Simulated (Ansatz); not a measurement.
One stationary structure of PbSe. Space group Fm-3m (No. 225), rock salt type. Method: r2SCAN (plane waves to 500 eV, PAW, scalar-relativistic; Ansatz, an electronic-structure program).

```cif
data_PbSe
_chemical_formula_sum 'Pb1 Se1'
_space_group_name_H-M_alt 'P 1'
_space_group_IT_number 1
_cell_length_a 4.36829
_cell_length_b 4.36829
_cell_length_c 4.36829
_cell_angle_alpha 60.000
_cell_angle_beta 60.000
_cell_angle_gamma 60.000
loop_
_space_group_symop_operation_xyz
  'x, y, z'
loop_
_atom_site_label
_atom_site_type_symbol
_atom_site_fract_x
_atom_site_fract_y
_atom_site_fract_z
_atom_site_occupancy
Pb1 Pb 0.00000 0.00000 0.00000 1
Se1 Se 0.50000 0.50000 0.50000 1
```

- Volume per atom: 29.47 Å³
- Band gap: 0.66 eV, direct at L (no spin-orbit coupling)
- Shortest distances: Pb–Se 3.09 Å
- k-mesh: 9×9×9

Band energies at high-symmetry points (eV from the VBM; labels of this space group; no spin-orbit coupling), from −5 eV up to 1.7 eV:

```
point               energies
-----  ---------------------
Γ          -1.89 -1.89 -1.89
X          -4.91 -3.20 -3.20
U          -4.50 -2.70 -2.34
K          -4.50 -2.70 -2.34
L      -1.49 -1.49 0.00 0.66
W          -4.17 -4.17 -0.81
```

No spin polarisation in the result. Spin-orbit coupling is missing; with elements this heavy it can move band edges by tenths of an eV or more.

The run could not lose the symmetry of its start; a randomly shaken copy of 4 atoms returns to this structure.
